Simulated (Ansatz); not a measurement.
Fluorite PbF2, relaxed with r2SCAN: it is cubic, Fm-3m (No. 225); a = 5.921 Å in the conventional setting, 17.30 Å³ an atom. Pb is surrounded by 8 F at 2.56 Å; F is surrounded by 4 Pb at 2.56 Å. One-shot G0W0@PBE in the PAW code Ansatz on a 6×6×6 mesh (contour deformation, no spin-orbit coupling), from a PBE gap of 4.442 eV over the mesh points (the G0W0 gap is indirect on the mesh); the number N of bands summed and the screening cutoff rise together. The values are computed, spin-unpolarised, and not measurements.

```tsv
N	cutoff (eV)	1000/N	G0W0 gap (eV)
131	100	7.634	6.245
298	180	3.356	6.411
```

Problem. Lay a straight line in 1000/N through these rows.

Solution. The slope is -0.0388 eV per unit of 1000/N and the intercept 6.541 eV.

Problem. Predict the gap at N = 566 (260 eV).

Solution. 6.541 + (-0.0388) × 1.767 = 6.472 eV; the run gives 6.532 eV, +0.060 eV from the line.

Problem. With that run's result added, what limit do the last two rows suggest?

Solution. Their slope is (6.532 − 6.411)/(1.767 − 3.356) = -0.0761, which meets 1/N = 0 at 6.67 eV, against 6.541 eV from the first line. The slope steepens, so 1/N isn't yet asymptotic and the true limit probably lies higher still; the k mesh isn't extrapolated.

Spin-orbit coupling is left out; in compounds of Pb, Bi, Tl or Hg it can lower a gap by up to about 1 eV, split its edges or invert the bands.
